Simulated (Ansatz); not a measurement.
LiSnAu:
```cif
data_Au2Li2Sn2
_chemical_formula_sum 'Li2 Au2 Sn2'
_space_group_name_H-M_alt 'P63/mmc'
_space_group_IT_number 194
_space_group_name_Hall '-P 6c 2c'
_cell_length_a 4.68716
_cell_length_b 4.68716
_cell_length_c 5.95727
_cell_angle_alpha 90.000
_cell_angle_beta 90.000
_cell_angle_gamma 120.000
loop_
_atom_site_label
_atom_site_type_symbol
_atom_site_symmetry_multiplicity
_atom_site_Wyckoff_symbol
_atom_site_fract_x
_atom_site_fract_y
_atom_site_fract_z
_atom_site_occupancy
Li1 Li 2 a 0.00000 0.00000 0.00000 1
Au1 Au 2 c 0.33333 0.66667 0.25000 1
Sn1 Sn 2 d 0.66667 0.33333 0.25000 1
```

Relaxed at zero pressure with DFT-PBEsol in the program Ansatz with PAW potentials.

The volume is lowered by 6 % and shape and atoms relax at that volume. What pressure results, and how do the axes share the change?

5.3 GPa; a -1.8 %, b -1.8 %, c -2.6 %; the energy rises by 17 meV/atom.

Give the new structure.


Space group P6₃/mmc (No. 194); a = 4.604 Å, b = 4.604 Å, c = 5.804 Å, α = 90.00°, β = 90.00°, γ = 120.00°

| atom | site | symmetry | x | y | z |
|---|---|---|---|---|---|
| Li | 2a | -3m. | 0.0000 | 0.0000 | 0.0000 |
| Au | 2c | -6m2 | 0.3333 | 0.6667 | 0.2500 |
| Sn | 2d | -6m2 | 0.6667 | 0.3333 | 0.2500 |

The phase is kept; no other phase was compared at this pressure.

Space group P6_3/mmc. The workflow started from an entry of the Crystallography Open Database (COD). Its standing as an ambient phase is unchecked. Symmetry was held in the PBEsol relaxation; whether a distortion lowers the energy is not shown. Axis ratios of metals converge slowly with the k-mesh, so a and c are less sure than the volume. Spin–orbit coupling is left out wherever it is not named.

Potentials: the later of the program's two PAW sets.
